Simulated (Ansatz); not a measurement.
Values for one crystal, relaxed and computed with DFT-r²SCAN in the program Ansatz with PAW potentials; other levels are named.

| Quantity | Value |
|---|---|
| Volume per atom | 8.90 Å³ |
| Band gap | 0.12 eV (indirect) |
| Conduction-band minimum | off the standard path, at k = (-0.060, 0.266, -0.393) in fractions of the reciprocal vectors |
| Valence-band maximum | off the standard path, at k = (-0.010, 0.490, 0.490) in fractions of the reciprocal vectors |
| Pressure derivative B′ | 4.5 |
| Smallest direct gap on the standard path | 0.23 eV |
| Formation energy from the elements (no fitted shifts) | -2.51 eV/atom |

### Question
Which compound is it?
(A) As2O3, P2_1/c (Pearson symbol mP20)
(B) LiVO2, R-3m (V on 3b, O on 6c, Li on 3a)
(C) SiO2, Pbcn (Si on 4c, O on 8d)
(D) RbLuO2, R-3m (Rb on 3a, Lu on 3b, O on 6c)

### Answer
B, LiVO2, R-3m (V on 3b, O on 6c, Li on 3a)

The workflow started from an entry of the Crystallography Open Database (COD). Its standing as an ambient phase is unchecked. The cell was relaxed with r²SCAN under the symmetry of its start; whether a distortion lowers the energy is not shown. The final state is ferromagnetic, the only order run, not a proven ground state. The cell computed holds one magnetic atom, so no antiferromagnetic order was within reach. Other orbital occupations within this spin state were not tried. No Hubbard U is applied. The references are the lowest solids computed at this level, not always the standard phases (solids in place of the gases).

Potentials: the later of the program's two PAW sets.
